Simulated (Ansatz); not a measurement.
GePt in space group P6/mmm (No. 191; Pt on 3f, Ge on 1a, Ge on 2d), the program Ansatz at the PBE level (PAW), all energies at zero smearing, with the estimated change up to a 700 eV cutoff added, with one set of potentials and settings (totals compare only within such a set). Cell of 6 atoms (3 Pt, 3 Ge): -50454.716 eV.

| element | reference phase | E (eV/atom) |
|---|---|---|
| Pt | Fm-3m, 1 atoms in the cell | -12523.0127 |
| Ge | Fd-3m, 2 atoms in the cell | -4294.9847 |

Formation energy per atom, worked out: (-50454.716 − 3×(-12523.0127) − 3×(-4294.9847))/6 = -0.121 eV/atom (-12 kJ per mol of atoms), at 0 K, without zero-point energy or fitted corrections.

The cell is a constructed one: a structure type filled with these elements; neither database checked (COD, Materials Project) lists it. COD files the formula under space group No. 62, so this cell is another polymorph or a model. Whether it is the stable phase at ambient conditions was not checked. The cell keeps a stress of up to 0.2 GPa. Symmetry was held in the PBE relaxation; its stability against distortions is not shown here. No spin polarisation was allowed. The references are the lowest solids computed at this level, not always the standard phases. Scalar-relativistic: spin–orbit coupling is off unless named, which matters more the heavier the elements.

Potentials: the later of the program's two PAW sets.
